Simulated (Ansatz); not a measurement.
Mg:
```
CELL_PARAMETERS angstrom
      3.18929     0.00000     0.00000
     -1.59465     2.76201     0.00000
      0.00000     0.00000     5.10859
ATOMIC_POSITIONS crystal
  Mg 0.33333 0.66667 0.25000
  Mg 0.66667 0.33333 0.75000
```

Relaxed with PBEsol. Special points in fractions of this cell's reciprocal vectors: Γ (0.000, 0.000, 0.000); M (0.500, 0.000, 0.000); K (0.333, 0.333, 0.000); A (0.000, 0.000, 0.500); L (0.500, 0.000, 0.500); H (0.333, 0.333, 0.500).

Task: List the band energies nearest the Fermi level at these points for PBEsol in the plane-wave PAW code Ansatz.

Result: In eV from the Fermi level; about four levels below and three above (degenerate sets whole), none deeper than 8.9 eV; … stands for higher levels left out; points with the same levels are listed once.

```tsv
k	below	above
Γ	-7.01 -1.64 -1.11	10.91 10.91 11.03 11.03
M	-2.21 -2.19	2.71 3.06 3.42
K	-0.68 -0.65 -0.65	4.18 4.18 4.46
A	-5.58 -5.58	5.30 5.30 …
L	-1.13 -1.13 -0.46 -0.46	8.04 8.04 …
H	–	0.17 0.17 0.65 0.65
```

Space group P6_3/mmc (hcp (Mg type)). Symmetry was held in the PBEsol relaxation.

Potentials: the later of the program's two PAW sets.
